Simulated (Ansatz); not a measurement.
**Fields on a plane of SrGaSnH (space group P3m1)**

```yaml
crystal:
  lattice:
    - [4.44749, 0.00000, 0.00000]
    - [-2.22375, 3.85164, 0.00000]
    - [0.00000, 0.00000, 5.16386]
  atoms:
    - { symbol: Sr, position: [0.00000, 0.00000, 0.00245] }
    - { symbol: Ga, position: [0.66667, 0.33333, 0.59959] }
    - { symbol: Sn, position: [0.33333, 0.66667, 0.45552] }
    - { symbol: H, position: [0.66667, 0.33333, 0.93173] }
```

The slice is a (-1 1 0 2) plane (indices of the conventional cell) through the point (0.000, 0.000, 0.003) (fractional), spanned by u = [110] and v = [1 -1 1] in vectors of this cell: u (4.45 Å) and v (9.27 Å, at 90° to u). It covers one period; positions are fractions (u, v).

Atoms on it: Sr at (0.00, 0.00). Other atoms lie within 1 Å of the plane.

Method: r2SCAN (plane waves to 500 eV, PAW, scalar-relativistic; Ansatz, a quantum-chemistry and plane-wave program). k mesh 9×9×7. Near the nuclei the fields are pseudised (PAW); where an atom keeps semicore shells as valence, they peak there. SrGaSnH was relaxed with its symmetry unable to fall.

```
|**@@@@==          ==@@@@|
|@@@@##              ##@@|
|--::      ......      ::|
|      ..::------::..    |
|----::--==++++++==--::--|
|::::--==++++++++++==--::|
|..::::++**++++++**++::::|
|    ::==++++==++++==::  |
|    ::==++==--==++==::  |
|..::--==--::..::--==--::|
|====++==::      ::==++==|
|******==..      ..==****|
|----====::      ::====--|
|..::--==--..  ..--==--::|
|  ..--====::..::====--..|
|..::--++++::..::++++--::|
|--====**==::..::==**====|
|****##**--..  ..--**##**|
|####**--..      ..--**##|
|            ..          |
|==::      ::--::      ::|
|@@@@##    --==--    ##@@|
|**@@@@--  ..::..  --@@@@|
|xx++@@**          **@@++|
```
Scale: ten equal steps from 0.03 (start of ' ') to 0.87 (end of '@'), in the order ' .:-=+*#%@'. Values: electron localisation function (ELF). The map has 12 points along u (two characters each, u = 0 at the left) and 24 along v (v = 0 in the bottom row). Points within 0.3 Å of a nucleus are blanked (x), as the pseudised field means little there.

```
|xx  =%%%=  x|
|   :*%@%*:  |
|  :+%@@@%+: |
|=+*%@@@@@%*+|
|+*#%@@@@@%#*|
|  +%%%%%%%+ |
|x  +%%#%%+  |
|xx -#%#%#- x|
|xx -#%%%#- x|
|x  +%@@@%+  |
|  +%@@@@@%+ |
|:-*%@@@@@%*-|
|  .*%@@@%*. |
|x  -#%@%#-  |
|xx .#%%%#. x|
|x  -#%%%#-  |
|   *%%%%%*  |
|:-*%@@@@@%*-|
|##%@@@@@@@%#|
|++*%@@@@@%*+|
|  :+%@@@%+: |
|   :*%@%*:  |
|xx  +%%%+  x|
|xx  =#%#=  x|
```
Scale: ten equal steps from -1.00 (start of ' ') to 7.32 (end of '@'), in the order ' .:-=+*#%@'. Values: electrostatic potential energy of an electron, from the cell's mean, in eV. The map has 12 points along u (one character each, u = 0 at the left) and 24 along v (v = 0 in the bottom row). Points within 0.7 Å of a nucleus are blanked (x), as the pseudised field means little there. Values under -1 eV are set to -1. The zero, the cell's mean, hangs on the PAW cores.
